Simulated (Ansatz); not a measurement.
Zr$_{3}$N$_{2}$O$_{3}$ in space group Cm (No. 8; Pearson symbol mS32), plane-wave PAW r²SCAN (Ansatz code), all energies at zero smearing, with the estimated change up to a 700 eV cutoff added, with one set of potentials and settings (totals compare only within such a set). Cell of 16 atoms (6 Zr, 4 N, 6 O): -30151.859 eV.

| element | reference phase | E (eV/atom) |
|---|---|---|
| Zr | P6_3/mmc, 2 atoms in the cell | -4195.0260 |
| N | Pa-3, 8 atoms in the cell | -384.8315 |
| O | C2/m, 4 atoms in the cell, spin-polarised | -566.0281 |

Formation energy per atom, worked out: (-30151.859 − 6×(-4195.0260) − 4×(-384.8315) − 6×(-566.0281))/16 = -2.888 eV/atom (-279 kJ per mol of atoms), at 0 K, without zero-point energy or fitted corrections.

The workflow started from a Materials Project entry (that database holds measured and hypothetical structures alike); the Crystallography Open Database copy checked does not list it. With N and O taken as one species the cell has the higher symmetry Cmcm, so it may be an ordered model of a mixed-site phase. Its standing as an ambient phase is unchecked. The r²SCAN relaxation kept the symmetry of its start; its stability against distortions is not shown here. No spin polarisation was allowed. The references are the lowest solids computed at this level, not always the standard phases (solids in place of the gases).

Potentials: the later of the program's two PAW sets.
